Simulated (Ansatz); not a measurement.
AlGa2: stable or not

The structure comes from a generated guess, relaxed at this level; another structure or a mixture of phases may lie lower.

These are results of DFT PBE, scalar-relativistic, plane waves, PAW in Ansatz 0.2.0, not measurements. Plane waves to 420 eV, a 12×12×4 mesh through Γ for the 6-atom cell and 0.10 eV Gaussian smearing; no spin polarisation.

```yaml
crystal:
  lattice:
    - [2.94595, 0.00000, 0.00000]
    - [-1.47298, 2.55127, 0.00000]
    - [0.00000, 0.00000, 14.29949]
  atoms:
    - { symbol: Al, position: [0.00000, 0.00000, 0.00000] }
    - { symbol: Al, position: [0.00000, 0.00000, 0.50000] }
    - { symbol: Ga, position: [0.33333, 0.66667, 0.84242] }
    - { symbol: Ga, position: [0.33333, 0.66667, 0.65758] }
    - { symbol: Ga, position: [0.66667, 0.33333, 0.15758] }
    - { symbol: Ga, position: [0.66667, 0.33333, 0.34242] }
```

Energies over the elements count from the elements' standard structures at the same level, with no fitted energy shifts.

Q: These tests were run: energy against the elements; phonons at Γ. What do they show?

A:

```
                       test                       result
energy against the elements                +0.01 eV/atom
               phonons at Γ  lowest optical mode 30 cm⁻¹
```

It fails none of these tests outright. Other phases of the system weren't compared here, so this isn't yet thermodynamic stability. Phonons away from Γ weren't computed. Undecided within the accuracy: energy against the elements.

For metals, differences of a few meV/atom aren't resolved. The run for the phonons used a 12×12×4 k mesh and Fermi–Dirac smearing of 0.15 eV.
